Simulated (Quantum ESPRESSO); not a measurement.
# Zn4ClS3: a curve over one atom's position

A calculation, not a measurement. The program is pw.x of Quantum ESPRESSO 7.5 (plane-wave density functional theory). The cell is made up: 8 atoms on a wurtzite lattice, with randomly drawn elements, strain and displacements, not relaxed. PseudoDojo standard norm-conserving files (v0.5 for PBE, v0.4.1 for LDA and PBEsol) set the functional; there is no spin polarisation, spin-orbit coupling or dispersion term, and the masses in the input are unused placeholders. A spin-polarised start on this cell or one of its family kept no moment.

Seven runs move atom 1 (Zn, counted in the order of the input) along z and keep all else fixed.

Input of the run at -0.0327:

```
&control calculation='scf', pseudo_dir='./dojo.nc.sr.pbe.v0_5.standard.upf', outdir='./o', disk_io='low', tprnfor=.true., tstress=.true. /
&system ibrav=0, nat=8, ntyp=3, nbnd=63, ecutwfc=84.00895049, nosym=.true., tot_charge=0,
 occupations='smearing', smearing='fd', degauss=0.0073498644
/
&electrons conv_thr=7.350e-09, electron_maxstep=60, /
ATOMIC_SPECIES
Cl 1.0 Cl.upf
S 1.0 S.upf
Zn 1.0 Zn.upf
CELL_PARAMETERS angstrom
3.8942 -0.006 -0.0208
-0.0103 6.6235 0.019
-0.034 0.018 6.4243
ATOMIC_POSITIONS angstrom
Zn 0.0355 -0.0679 -0.0161
Zn 1.9037 3.315 0.0382
Zn 1.9014 1.1224 3.2107
Zn -0.0401 4.4536 3.2063
Cl -0.0548 0.0188 2.4905
S 1.924 3.2644 2.416
S 1.9134 1.0914 5.6423
S -0.0553 4.4912 5.6636
K_POINTS automatic
7 6 6 1 1 1
```

```
shift of atom 1 along z (Å)  free energy less that of the input shown (eV)  Fx on atom 1 (eV/Å)  Fy on atom 1 (eV/Å)  Fz on atom 1 (eV/Å)  pressure (GPa)  iterations
                    -0.0987                                        -0.0173               -0.118                0.951               -0.139            3.64          11
                    -0.0893                                        -0.0158               -0.115                0.937               -0.172            3.61          11
                    -0.0681                                        -0.0113               -0.108                0.906               -0.250            3.54          11
                    -0.0492                                        -0.0059               -0.102                0.879               -0.325            3.49          11
                    -0.0327                                         0.0000               -0.097                0.855               -0.393            3.44          11
                    +0.0696                                         0.0649               -0.062                0.709               -0.900            3.20          11
```

Question: one run is left out of the table, at +0.0513. Estimate its Fz on atom 1 (eV/Å).

Answer: -0.798. The whole row:

| shift of atom 1 along z (Å) | free energy less that of the input shown (eV) | Fx on atom 1 (eV/Å) | Fy on atom 1 (eV/Å) | Fz on atom 1 (eV/Å) | pressure (GPa) | iterations |
| --- | --- | --- | --- | --- | --- | --- |
| +0.0513 | 0.0493 | -0.068 | 0.735 | -0.798 | 3.24 | 11 |

A cubic fit gives dFz/dz = -4.69 eV/Å² at zero shift. Across the table the free energy follows the integral of the force to within 0.1 meV. A rerun of one of the cells at 1437 eV and a 9 x 8 x 8 mesh moved values by no more than 0.004 eV in energy, 0.02 GPa in stress and 0.005 eV/Å in force.